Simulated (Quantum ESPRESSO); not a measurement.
pw.x input (Quantum ESPRESSO 7.5; PBEsol, PseudoDojo standard norm-conserving files, scalar-relativistic):

```
&CONTROL
  calculation = 'scf'
  pseudo_dir = './pseudo'
  outdir = './out'
  tprnfor = .true.
  tstress = .true.
/
&SYSTEM
  ibrav = 0
  nat = 10
  ntyp = 3
  ecutwfc = 84.0
  ecutrho = 336.0
  occupations = 'smearing'
  smearing = 'fd'
  degauss = 0.002
  nbnd = 43
/
&ELECTRONS
  conv_thr = 1e-09
/
ATOMIC_SPECIES
F 18.9984 F.upf
Al 26.9815 Al.upf
Rb 85.4678 Rb.upf
CELL_PARAMETERS angstrom
  0.000000000000   4.422310000000   4.422310000000
  4.422310000000   0.000000000000   4.422310000000
  4.422310000000   4.422310000000   0.000000000000
ATOMIC_POSITIONS crystal
F   0.795160000000   0.204840000000   0.204840000000
F   0.204840000000   0.795160000000   0.795160000000
F   0.204840000000   0.795160000000   0.204840000000
F   0.795160000000   0.204840000000   0.795160000000
F   0.204840000000   0.204840000000   0.795160000000
F   0.795160000000   0.795160000000   0.204840000000
Al   0.000000000000   0.000000000000   0.000000000000
Rb   0.750000000000   0.750000000000   0.750000000000
Rb   0.250000000000   0.250000000000   0.250000000000
Rb   0.500000000000   0.500000000000   0.500000000000
K_POINTS automatic
6 6 6 0 0 0
```

End of the output:

```
     total energy              =    -462.90495068 Ry
     estimated scf accuracy    <       0.00000038 Ry
     total energy              =    -462.90495081 Ry
     estimated scf accuracy    <       0.00000002 Ry
     total energy              =    -462.90495082 Ry
     estimated scf accuracy    <          1.6E-09 Ry
[...]
     the Fermi energy is     4.1661 ev
!    total energy              =    -462.90495082 Ry
     estimated scf accuracy    <          2.6E-11 Ry
     smearing contrib. (-TS)   =       0.00000000 Ry
     internal energy E=F+TS    =    -462.90495082 Ry
     The total energy is F=E-TS. E is the sum of the following terms:
     one-electron contribution =    -186.75942653 Ry
     hartree contribution      =     132.62564637 Ry
     xc contribution           =    -109.95897961 Ry
     ewald contribution        =    -298.81219104 Ry
     convergence has been achieved in  10 iterations
     Forces acting on atoms (cartesian axes, Ry/au):
     atom    1 type  1   force =     0.00481159    0.00000000    0.00000000
     atom    2 type  1   force =    -0.00481159   -0.00000000    0.00000000
     atom    3 type  1   force =     0.00000000    0.00481159    0.00000000
     atom    4 type  1   force =     0.00000000   -0.00481159    0.00000000
     atom    5 type  1   force =     0.00000000    0.00000000    0.00481159
     atom    6 type  1   force =     0.00000000    0.00000000   -0.00481159
     atom    7 type  2   force =     0.00000000    0.00000000    0.00000000
     atom    8 type  3   force =     0.00000000    0.00000000    0.00000000
     atom    9 type  3   force =     0.00000000    0.00000000    0.00000000
     atom   10 type  3   force =     0.00000000    0.00000000   -0.00000000
     Total force =     0.011786     Total SCF correction =     0.000010
     Computing stress (Cartesian axis) and pressure
          total   stress  (Ry/bohr**3)                   (kbar)     P=        3.40
   0.00002310   0.00000000  -0.00000000            3.40        0.00       -0.00
   0.00000000   0.00002310  -0.00000000            0.00        3.40       -0.00
  -0.00000000  -0.00000000   0.00002310           -0.00       -0.00        3.40
```
In a gapped system the printed Fermi energy is only some level inside the gap.

Geometry of the Materials Project entry, not relaxed at this level.
